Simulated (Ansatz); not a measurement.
## Data sheet: La$_{2}$SiO$_{5}$ (DFT)

La2SiO5:
```yaml
crystal:
  lattice:
    - [9.30599, 0.00000, 0.00000]
    - [0.00000, 7.59365, 0.00000]
    - [-2.27013, 0.00000, 6.64514]
  atoms:
    - { symbol: La, position: [0.48953, 0.87495, 0.26708] }
    - { symbol: La, position: [0.51047, 0.12505, 0.73292] }
    - { symbol: La, position: [0.51047, 0.37495, 0.23292] }
    - { symbol: La, position: [0.48953, 0.62505, 0.76708] }
    - { symbol: La, position: [0.88954, 0.34330, 0.09464] }
    - { symbol: La, position: [0.11046, 0.65670, 0.90536] }
    - { symbol: La, position: [0.11046, 0.84330, 0.40536] }
    - { symbol: La, position: [0.88954, 0.15670, 0.59464] }
    - { symbol: Si, position: [0.79905, 0.92459, 0.04208] }
    - { symbol: Si, position: [0.20095, 0.07541, 0.95792] }
    - { symbol: Si, position: [0.20095, 0.42459, 0.45792] }
    - { symbol: Si, position: [0.79905, 0.57541, 0.54208] }
    - { symbol: O, position: [0.61199, 0.12686, 0.45302] }
    - { symbol: O, position: [0.38801, 0.87314, 0.54698] }
    - { symbol: O, position: [0.38801, 0.62686, 0.04698] }
    - { symbol: O, position: [0.61199, 0.37314, 0.95302] }
    - { symbol: O, position: [0.90882, 0.75898, 0.05287] }
    - { symbol: O, position: [0.09118, 0.24102, 0.94713] }
    - { symbol: O, position: [0.09118, 0.25898, 0.44713] }
    - { symbol: O, position: [0.90882, 0.74102, 0.55287] }
    - { symbol: O, position: [0.62075, 0.86868, 0.99453] }
    - { symbol: O, position: [0.37925, 0.13132, 0.00547] }
    - { symbol: O, position: [0.37925, 0.36868, 0.50547] }
    - { symbol: O, position: [0.62075, 0.63132, 0.49453] }
    - { symbol: O, position: [0.79154, 0.42743, 0.36740] }
    - { symbol: O, position: [0.20846, 0.57257, 0.63260] }
    - { symbol: O, position: [0.20846, 0.92743, 0.13260] }
    - { symbol: O, position: [0.79154, 0.07257, 0.86740] }
    - { symbol: O, position: [0.86577, 0.46287, 0.75153] }
    - { symbol: O, position: [0.13423, 0.53713, 0.24847] }
    - { symbol: O, position: [0.13423, 0.96287, 0.74847] }
    - { symbol: O, position: [0.86577, 0.03713, 0.25153] }
```

Space group P2_1/c (No. 14); conventional cell a = 9.3060 Å, b = 7.5936 Å, c = 7.0222 Å, α = 90.00°, β = 108.86°, γ = 90.00°.

Method: r²SCAN (plane waves, PAW; program Ansatz). The cell and atoms are relaxed at this level. Other levels are named where they apply.

Cell and energy:

- Volume per atom = 14.67 Å³
- Density = 5.46 g/cm³
- Formation energy from the elements (no fitted shifts) = -3.58 eV/atom

Electronic structure:

- Band gap: 5.11 eV (indirect)
- Valence-band maximum: at Y2 (k = 0.500, 0.000, 0.000 in fractions of the reciprocal vectors)
- Conduction-band minimum: at Γ
- Smallest direct gap on the standard path: 5.16 eV

The workflow started from a Materials Project entry (that database holds measured and hypothetical structures alike); the Crystallography Open Database copy checked does not list it. Its standing as an ambient phase is unchecked. The cell was relaxed with r²SCAN under the symmetry of its start; whether a distortion lowers the energy is not shown. The references are the lowest solids computed at this level, not always the standard phases (solids in place of the gases). Scalar-relativistic: spin–orbit coupling is off unless named, which matters more the heavier the elements.

Potentials: the later of the program's two PAW sets.
